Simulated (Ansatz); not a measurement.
Here is the system:

LiF:
```cif
data_F4Li4
_chemical_formula_sum 'Li4 F4'
_space_group_name_H-M_alt 'Fm-3m'
_space_group_IT_number 225
_space_group_name_Hall '-F 4 2 3'
_cell_length_a 3.90926
_cell_length_b 3.90926
_cell_length_c 3.90926
_cell_angle_alpha 90.000
_cell_angle_beta 90.000
_cell_angle_gamma 90.000
loop_
_atom_site_label
_atom_site_type_symbol
_atom_site_symmetry_multiplicity
_atom_site_Wyckoff_symbol
_atom_site_fract_x
_atom_site_fract_y
_atom_site_fract_z
_atom_site_occupancy
Li1 Li 4 a 0.00000 0.00000 0.00000 1
F1 F 4 b 0.50000 0.50000 0.50000 1
```
(The calculation used a cell of 2 atoms; values per cell refer to that cell.)

This is the LDA-relaxed structure.

**Question.** All from DFT-LDA in the program Ansatz with PAW potentials, unless another level is named. Estimate the zero-point energy.

**Answer.** 64.5 meV/atom.

**Question.** What about the Debye temperature from the elastic constants?

**Answer.** 782 K.

**Question.** What about the elastic constants (relaxed ions, GPa)?

**Answer.** C11 = 158, C12 = 51.1, C44 = 68.7.

**Question.** Give the highest zone-centre frequency (without LO–TO term).

**Answer.** 339 cm⁻¹.

The cell was relaxed with LDA under the symmetry of its start; phonons on a q-mesh show no instability.

Potentials: the later of the program's two PAW sets.
